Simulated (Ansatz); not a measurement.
Relaxed Y (hcp, Mg type):

```xyz
4
Lattice="7.3114 0.0000 0.0000 -1.8278 3.1659 0.0000 0.0000 0.0000 5.6788" Properties=species:S:1:pos:R:3 pbc="T T T"
Y      0.0000     2.1106     4.2591
Y      3.6557     2.1106     4.2591
Y      1.8278     1.0553     1.4197
Y      5.4835     1.0553     1.4197
```

Scan: atom 2 (Y, nearest neighbour Y at 3.538 Å; its periodic images, 3.7 Å or more away, move with it) is displaced along Cartesian x, direction (1.000, 0.000, 0.000) in Cartesian axes, by s. The other atoms stay.

These are PBE (plane waves to 420 eV, PAW, scalar-relativistic; Ansatz, a first-principles code) values and carry that method's errors. k mesh 6×12×7 (Γ-centred), Fermi-Dirac smearing 0.05 eV. Energies are smeared free energies. With partly filled bands, energies and forces of such displacements shift with the k mesh and the smearing. The PAW data are Ansatz's earlier set. Y is run without spin polarisation. Y was relaxed with its symmetry unable to fall. ΔE is measured from the undisplaced structure. The last digit holds for this mesh only.

```
s (Å)   ΔE (meV/cell)
------  -------------
-0.710          809.2
-0.568          516.5
-0.426          289.0
-0.284       withheld
-0.142           32.1
0.000             0.0
0.142            32.1
0.284           127.4
0.426           285.0
0.568           504.2
0.710           784.3
```

Question: Fit a polynomial form (powers 2, 3, 4) to the given rows and predict ΔE at s = -0.284.

Answer: Least squares on the 10 given rows: ΔE = (1584)·s² + (-34.19)·s³ + (-6.572)·s⁴, in meV/cell with s in Å; root-mean-square residual 0.37 meV/cell. At -0.284 the fit gives 128.5 meV/cell; the calculation gives 128.0 meV/cell, so the interpolation is off by 0.5 (+0.4 %). The quadratic term alone would give 127.8 meV/cell.

(A displaced cell: forces are minus the slopes of the energy, force constants its curvatures, and phonons follow from these.)
